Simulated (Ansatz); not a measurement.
Computed with Ansatz 0.2.0, DFT PBE, scalar-relativistic, plane waves, PAW. The final run on the 5-atom cell used 420 eV, a Γ-centred 8×8×8 mesh, 0.10 eV smearing and no spin polarisation.

Formation energies are uncorrected and count from the elements' standard states at the same level.

Q: Propose a candidate for a cubic metal that holds O and 1 more element, with a formation energy near −0.49 eV/atom and a density near 14.48 g/cm³, in a cell of 5 atoms. Its symmetry should be P-43m (No. 215).

A: Ta4O, space group P-43m (No. 215). Around Ta lie 1 O at 2.01 Å and 12 Ta at 2.94–3.28 Å; around O lie 4 Ta at 2.01 Å.

```xyz
5
Lattice="4.3943 0.0000 0.0000 0.0000 4.3943 0.0000 0.0000 0.0000 4.3943" Properties=species:S:1:pos:R:3 pbc="T T T"
Ta    1.1592    3.2351    3.2351
Ta    3.2351    1.1592    3.2351
Ta    3.2351    3.2351    1.1592
Ta    1.1592    1.1592    1.1592
O     0.0000    0.0000    0.0000
```

| Property | Result |
| --- | --- |
| Volume per atom | 16.97 Å³ |
| Density | 14.48 g/cm³ |
| Formation energy | −0.49 eV/atom |
| Gap on the 8×8×8 mesh of the 5-atom cell | 0 eV (a metal) |

It was reached by relaxing an invented guess, and it needn't be the stable form of this composition. Other answers may fit too; this one was computed.

Spin–orbit coupling, which can matter for Ta, is left out. A structure relaxed within its symmetry needn't be a true minimum. Another cell of Ta4O relaxed alike, in Pm-3m, lies 48 meV/atom lower, so this cell isn't the stable form at this level.
